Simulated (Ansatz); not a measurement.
# Profile along the Ga–H line in Sr(GaH)2 (space group P-3m1)

Sr(GaH)2 (space group P-3m1)

```cif
data_H2Ga2Sr
_chemical_formula_sum 'Sr1 Ga2 H2'
_space_group_name_H-M_alt 'P 1'
_space_group_IT_number 1
_cell_length_a 4.35174
_cell_length_b 4.35174
_cell_length_c 4.57473
_cell_angle_alpha 90.000
_cell_angle_beta 90.000
_cell_angle_gamma 120.000
loop_
_space_group_symop_operation_xyz
  'x, y, z'
loop_
_atom_site_label
_atom_site_type_symbol
_atom_site_fract_x
_atom_site_fract_y
_atom_site_fract_z
_atom_site_occupancy
Sr1 Sr 0.00000 0.00000 0.00000 1
Ga1 Ga 0.33333 0.66667 0.46554 1
Ga2 Ga 0.66667 0.33333 0.53446 1
H1 H 0.33333 0.66667 0.09533 1
H2 H 0.66667 0.33333 0.90467 1
```

Fields along a shortest Ga–H line of a (1 -1 0 0) plane (1.69 Å), from Ga to H, interpolated on the slice's grid (step about 0.2 Å). These are PBEsol (plane waves to 420 eV, PAW, scalar-relativistic; Ansatz, an electronic-structure program) values and carry that method's errors. k mesh 9×9×7. Inside the PAW spheres the values are not all-electron values, and peaks at nuclei hang on which shells count as valence. Sr(GaH)2 was relaxed with its symmetry unable to fall.

```json
[
 {"distance from Ga (Å)": "0.00", "valence electron density (e/Å³)": "47.45", "electron localisation function": "x"},
 {"distance from Ga (Å)": "0.17", "valence electron density (e/Å³)": "37.98", "electron localisation function": "x"},
 {"distance from Ga (Å)": "0.34", "valence electron density (e/Å³)": "15.07", "electron localisation function": "0.04"},
 {"distance from Ga (Å)": "0.51", "valence electron density (e/Å³)": "3.99", "electron localisation function": "0.07"},
 {"distance from Ga (Å)": "0.68", "valence electron density (e/Å³)": "1.27", "electron localisation function": "0.19"},
 {"distance from Ga (Å)": "0.84", "valence electron density (e/Å³)": "0.67", "electron localisation function": "0.30"},
 {"distance from Ga (Å)": "1.01", "valence electron density (e/Å³)": "0.58", "electron localisation function": "0.51"},
 {"distance from Ga (Å)": "1.18", "valence electron density (e/Å³)": "0.68", "electron localisation function": "0.85"},
 {"distance from Ga (Å)": "1.35", "valence electron density (e/Å³)": "0.97", "electron localisation function": "1.00"},
 {"distance from Ga (Å)": "1.52", "valence electron density (e/Å³)": "1.48", "electron localisation function": "x"},
 {"distance from Ga (Å)": "1.69", "valence electron density (e/Å³)": "1.82", "electron localisation function": "x"}
]
```

x: too close to a nucleus for the ELF to mean much.

Density on the Ga–H line (1.69 Å) at its density minimum, 1.0 Å from Ga: 0.58 e/Å³. ELF at that point: 0.51.
